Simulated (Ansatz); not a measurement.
KLiMnS2 in space group I-4m2 (No. 119; K on 2a, Li on 2c, Mn on 2d, S on 4e), the program Ansatz at the PBEsol level (PAW), all energies at zero smearing, with the estimated change up to a 700 eV cutoff added, with one set of potentials and settings (totals compare only within such a set). Cell of 5 atoms (1 K, 1 Li, 1 Mn, 2 S): -7362.573 eV.

```tsv
element	reference phase	E (eV/atom)
K	Im-3m, 1 atoms in the cell	-1516.0300
Li	Fm-3m, 1 atoms in the cell	-203.0014
Mn	I-43m, 29 atoms in the cell, spin-polarised	-3868.8262
S	Fddd, 32 atoms in the cell	-884.8920
```

Formation energy per atom, worked out: (-7362.573 − 1×(-1516.0300) − 1×(-203.0014) − 1×(-3868.8262) − 2×(-884.8920))/5 = -0.986 eV/atom (-95 kJ per mol of atoms), at 0 K, without zero-point energy or fitted corrections.

The workflow started from a Materials Project entry (that database holds measured and hypothetical structures alike); the Crystallography Open Database copy checked does not list it. With Li and Mn taken as one species the cell has the higher symmetry I4/mmm, so it may be an ordered model of a mixed-site phase. Whether it is the stable phase at ambient conditions was not checked. The PBEsol relaxation kept the symmetry of its start; whether a distortion lowers the energy is not shown. Spin order of the final state: ferromagnetic, the only order run, not a proven ground state. The cell computed holds one magnetic atom, so no antiferromagnetic order was within reach. No Hubbard U is applied. The references are the lowest solids computed at this level, not always the standard phases.

Potentials: the later of the program's two PAW sets.
